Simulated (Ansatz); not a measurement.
ZrN:
Space group Fm-3m (No. 225); a = b = c = 4.5252 Å, α = β = γ = 90.00°

```json
[
 {"atom": "Zr", "site": "4b", "symmetry": "m-3m", "x": "0.5000", "y": "0.5000", "z": "0.5000"},
 {"atom": "N", "site": "4a", "symmetry": "m-3m", "x": "0.0000", "y": "0.0000", "z": "0.0000"}
]
```
(The calculation used a cell of 2 atoms; values per cell refer to that cell.)

Relaxed with LDA.

Q: Decompose the optical modes at the zone centre into irreducible representations, and say which are infrared and Raman allowed.

A: Point group m-3m: Γ_opt = T1u. Infrared: T1u. Raman: none.

Q: Assign frequencies (DFPT, the program Ansatz at the LDA level (PAW)).

A: T1u 512 cm⁻¹.

The cell was relaxed with LDA under the symmetry of its start. No spin polarisation was allowed. With an odd number of electrons in the cell and no spin polarisation, the count alone makes it a metal. As this level gives no gap, phonon frequencies hold no LO–TO term and depend on the k-mesh and smearing (Fermi–Dirac, 0.1 eV here).

Potentials: the earlier of the program's two PAW sets. The files were generated under PBE; for other functionals the program regenerates the frozen cores, and for LDA and PBEsol the local potential too.
